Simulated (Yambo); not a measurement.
Absorption of SrO2 (space group Pnma, No. 62) with and without the electron-hole interaction (Yambo, PBEsol bands; 2×4×4 mesh, 16 valence and 16 conduction bands, static screening with 117 bands and a 3 Ry block, scissor 2.69 eV, Tamm-Dancoff; field along x). Axes are Cartesian, with cell vectors (Å) (8.51, 0.00, 0.00), (0.00, 4.95, 0.00), (0.00, 0.00, 4.72).

| E (eV) | Im ε, BSE | Im ε, independent quasiparticles |
|---|---|---|
| 2.30 | 0.03 | 0.01 |
| 2.40 | 0.03 | 0.01 |
| 2.50 | 0.04 | 0.01 |
| 2.60 | 0.05 | 0.01 |
| 2.70 | 0.05 | 0.01 |
| 2.80 | 0.07 | 0.02 |
| 2.90 | 0.09 | 0.02 |
| 3.00 | 0.13 | 0.02 |
| 3.10 | 0.21 | 0.02 |
| 3.20 | 0.37 | 0.02 |
| 3.30 | 0.51 | 0.02 |
| 3.40 | 0.36 | 0.02 |
| 3.50 | 0.21 | 0.02 |
| 3.60 | 0.14 | 0.02 |
| 3.70 | 0.11 | 0.02 |
| 3.80 | 0.09 | 0.02 |
| 3.90 | 0.09 | 0.03 |
| 4.00 | 0.09 | 0.03 |
| 4.10 | 0.09 | 0.03 |
| 4.20 | 0.10 | 0.03 |
| 4.30 | 0.12 | 0.03 |
| 4.40 | 0.14 | 0.04 |
| 4.50 | 0.18 | 0.04 |
| 4.60 | 0.25 | 0.05 |
| 4.70 | 0.39 | 0.05 |
| 4.80 | 0.54 | 0.06 |
| 4.90 | 0.59 | 0.07 |
| 5.00 | 0.72 | 0.08 |
| 5.10 | 0.81 | 0.11 |
| 5.20 | 0.97 | 0.14 |
| 5.30 | 1.21 | 0.21 |
| 5.40 | 1.34 | 0.33 |
| 5.50 | 1.33 | 0.44 |
| 5.60 | 1.10 | 0.53 |
| 5.70 | 0.98 | 0.57 |
| 5.80 | 0.96 | 0.64 |
| 5.90 | 0.93 | 0.79 |
| 6.00 | 0.91 | 0.86 |
| 6.10 | 0.91 | 0.83 |
| 6.20 | 1.02 | 0.85 |
| 6.30 | 1.24 | 0.83 |
| 6.40 | 1.46 | 0.73 |
| 6.50 | 1.68 | 0.70 |
| 6.60 | 2.14 | 0.73 |
| 6.70 | 2.61 | 0.75 |
| 6.80 | 2.62 | 0.67 |
| 6.90 | 2.71 | 0.57 |
| 7.00 | 2.76 | 0.57 |
| 7.10 | 2.26 | 0.61 |
| 7.20 | 1.79 | 0.56 |
| 7.30 | 1.44 | 0.53 |
| 7.40 | 1.22 | 0.56 |
| 7.50 | 1.26 | 0.59 |
| 7.60 | 1.50 | 0.62 |
| 7.70 | 1.72 | 0.63 |
| 7.80 | 1.70 | 0.58 |
| 7.90 | 1.67 | 0.61 |
| 8.00 | 1.73 | 0.76 |
| 8.10 | 1.93 | 0.98 |
| 8.20 | 2.14 | 1.17 |
| 8.30 | 1.96 | 1.26 |
| 8.40 | 1.66 | 1.24 |
| 8.50 | 1.64 | 1.33 |
| 8.60 | 1.66 | 1.48 |
| 8.70 | 1.70 | 1.62 |
| 8.80 | 1.77 | 1.66 |
| 8.90 | 1.88 | 1.64 |
| 9.00 | 1.92 | 1.75 |
| 9.10 | 2.00 | 1.93 |
| 9.20 | 2.25 | 2.07 |

The scissor comes from a G0W0 run whose convergence isn't established. Broadening 0.15 eV. The band window holds all transitions up to 10.4 eV. Fine structure above the onset can come from the mesh.

Geometry of the Materials Project entry, not relaxed at this level; primitive cell a = 8.511 Å, b = 4.947 Å, c = 4.724 Å, α = β = γ = 90.00°.

The structure is a Materials Project entry; no match was found in the copy of COD used, and its stability was not checked.
